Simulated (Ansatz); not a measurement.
The start is a generated cell, Pb placed in the A7 structure type. The structure is fully relaxed (lattice and positions, P = 0) with r2SCAN (plane waves to 500 eV, PAW, scalar-relativistic; Ansatz, an electronic-structure program). The first steps use a coarse 9×9×9 k-mesh.

Input geometry:
```
Pb
1.0
    2.24239     1.29464     4.15824
   -2.24239     1.29464     4.15824
    0.00000    -2.58929     4.15824
Pb
2
Direct
  0.22754   0.22754   0.22754
  0.77246   0.77246   0.77246
```

* **Largest initial force**: 0.91 eV/Å, on Pb1, Pb2 (atoms numbered as listed)
* **Outcome**: The space group stays R-3m (No. 166) (the run could not lower it), with 1 atom in the primitive cell
* **Energy released**: 0.18 eV/atom
* **Shortest distances (start → end)**: The closest pairs of elements (up to four, under 3.6 Å), start → end: Pb–Pb 3.00 → 3.23 Å
* **Band gap at the end**: no gap (metallic)
* **Optimiser moves**: 10

The end point of the relaxation:

Space group R-3m, hexagonal axes (No. 166); a = 4.277 Å, b = 4.277 Å, c = 6.258 Å, α = 90.00°, β = 90.00°, γ = 120.00°

| atom | site | symmetry | x | y | z |
|---|---|---|---|---|---|
| Pb | 3b | -3m | 0.0000 | 0.0000 | 0.5000 |
(The calculation used a cell of 1 atom; values per cell refer to that cell.)

Final values are on a 15×15×15 k-mesh of the relaxed cell. No spin polarisation in the result.

The run could not lose the symmetry of its start, so the end can be a saddle point.

The relaxed structure here is a generated cell of Pb: the first start was made by placing the elements on the sites of a structure type, and the end was not matched to a known phase here, so it may be hypothetical. Known forms of Pb include space group No. 225.
